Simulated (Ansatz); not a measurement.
Consider the following.

HfTe$_{2}$:
```xyz
3
Lattice="1.9163 1.1064 6.8284 -1.9163 1.1064 6.8284 0.0000 -2.2128 6.8284" Properties=species:S:1:pos:R:3 pbc="T T T"
Hf     0.0000     0.0000     0.0000
Te     0.0000     0.0000     5.0496
Te     0.0000     0.0000    15.4357
```

This is the LDA-relaxed structure.

Q: All from LDA in the plane-wave PAW code Ansatz, unless another level is named. Give the electronic character.

A: metallic (no gap).

Q: What about the density of states at the Fermi level?

A: 0.30 states/eV per atom (mean over ±0.08 eV).

Q: Give the formation energy from the elements (no fitted shifts).

A: -0.79 eV/atom.

Space group R-3m. A made-up cell: these elements were put on the sites of a structure type; neither database checked (COD, Materials Project) lists it. Whether it is the stable phase at ambient conditions was not checked. The cell was relaxed with LDA under the symmetry of its start; of distortions, only those at the zone centre were tested. The run is not spin-polarised. A crystal of weakly bound layers computed without a dispersion correction: the cell and the soft elastic constants depend strongly on that. The references are the lowest solids computed at this level, not always the standard phases. Spin–orbit coupling is left out wherever it is not named.

Potentials: the earlier of the program's two PAW sets.
